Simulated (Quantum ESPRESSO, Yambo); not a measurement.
Levels of theory for the gap of Ca2Si

Ca₂Si (space group Pnma, No. 62): one geometry, one set of PBEsol (pw.x of Quantum ESPRESSO, ONCV potentials, without SOC) orbitals, self-energies from Yambo (2×2×1 Γ-centred k mesh, bands 9 to 349 and a 6 Ry block in the screening, 349 bands in G with the Bruneval-Gonze terminator, plasmon pole fitted at 27.2 eV).

The geometry is that of Materials Project entry mp-2517, symmetrised and not relaxed again.

| level | gap Γ → Γ (eV) | rough Yambo cost |
|---|---|---|
| PBEsol (Quantum ESPRESSO) | 0.23 | – |
| exchange only (Hartree-Fock self-energy on PBEsol orbitals) | 5.18 | about 1/20 (8 states) |
| static COHSEX@PBEsol | 1.07 | within a factor of two (2 states) |
| G0W0@PBEsol, plasmon pole | 0.67 | 1 (8 states) |

Bare exchange has no screening and gives the widest gap; static COHSEX screens it but leaves out the frequency dependence, which G0W0 restores.

Costs are rough ratios of core time on shared machines.

Nearest settings tried, and what they do to the gap: 228 bands in W, 228 bands in G: -9 meV; 5 Ry block (425 vectors against 565): -14 meV; 1×2×1 mesh: -44 meV. So the settings aren't converged at that level. The k mesh is coarse.

The structure is a Materials Project entry; no match was found in the copy of COD used, and its stability was not checked.
